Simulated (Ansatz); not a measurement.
Given:

HfB$_{2}$:
```
CELL_PARAMETERS angstrom
      3.14507     0.00000     0.00000
     -1.57254     2.72371     0.00000
      0.00000     0.00000     3.48744
ATOMIC_POSITIONS crystal
  Hf 0.00000 0.00000 0.00000
  B  0.33333 0.66667 0.50000
  B  0.66667 0.33333 0.50000
```

This is the PBE-relaxed structure.

Problem. All from DFT-PBE in the program Ansatz with PAW potentials, unless another level is named. Give the Hill bulk and shear moduli.

Solution. 249 and 242 GPa.

Problem. What about the highest zone-centre frequency?

Solution. 799 cm⁻¹.

Space group P6/mmm. Symmetry was held in the PBE relaxation; of distortions, only those at the zone centre were tested. No spin polarisation was allowed. As this level gives no gap, shear constants depend on the k-mesh and smearing (Fermi–Dirac, 0.1 eV here). As this level gives no gap, phonon frequencies hold no LO–TO term and depend on the k-mesh and smearing (Fermi–Dirac, 0.1 eV here). Spin–orbit coupling is left out wherever it is not named.

Potentials: the later of the program's two PAW sets.
